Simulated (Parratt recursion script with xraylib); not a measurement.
# Film thickness from reflectivity minima: Co on Al2O3

```
layer, from the top  thickness (Å)  density (g/cm³)  rms roughness of its top face (Å)  δ (10⁻⁶)  β (10⁻⁶)
-------------------  -------------  ---------------  ---------------------------------  --------  --------
Co                               ?            9.156                                3.5         ?         ?
Al2O3 (substrate)                –            3.873                                2.5     27.41    0.7017
```

The refractive index is n = 1 − δ + iβ. Vacuum lies above.

Densities are inputs, not measurements. They were set from computed cells of the Materials Project: Co from entry mp-1183710 (P6₃/mmc, 9.156 g/cm³); Al2O3 from entry mp-1143 (R-3c, 3.873 g/cm³). A layer's crystal structure does not enter its constants, only its composition and density.

Method: specular X-ray reflectivity, Parratt recursion, Névot-Croce roughness, xraylib tables (Parratt recursion script with xraylib 4.3.0).

Photon energy 5.415 keV (λ = 2.2896 Å), s polarisation. The grazing angle θ is scanned from 0.05° to 5.94° in 900 evenly spaced points, and the curve is smoothed with a Gaussian of 0.004° full width. A minimum is a scan point below both neighbours, placed by a parabola through ln R at the three points.

All minima between 0.85 and 3.1°: θ = 0.900, 1.162, 1.450, 1.753, 2.063, 2.378, 2.697, 3.017°.

### Question
Find the film thickness d and the film's δ from the minima.

### Answer
sin²θ of the minima, in units of 10⁻⁶: 246.7, 411.3, 640.3, 935.8, 1295.9, 1721.6, 2214.1, 2770.2. For consecutive orders m, sin²θ = 2δ + (mλ/2d)², a straight line in m². The order of the first listed minimum is unknown, so try several:

| first m | slope (10⁻⁶) | intercept (10⁻⁶) | rms residual (10⁻⁶) |
|---|---|---|---|
| 1 | 39.71 | 266.8 | 32.75 |
| 1.5 | 35.92 | 192.8 | 14.90 |
| 2 | 32.77 | 116.1 | 0.38 |
| 2.5 | 30.11 | 37.2 | 12.18 |
| 3 | 27.85 | −43.2 | 22.67 |

The residual is least for first m = 2. Its slope gives d = λ/(2 slope^½) = 200.0 Å and its intercept δ = 58.1 × 10⁻⁶.

The run used d = 200 Å and δ = 57.07 × 10⁻⁶ (β = 2.070 × 10⁻⁶), so the fit misses d by 0.0 Å and δ by 2 %. The spacing of the first two listed minima alone, with δ left out, gives λ/(2Δθ) = 250.4 Å, 25.2 % too high.
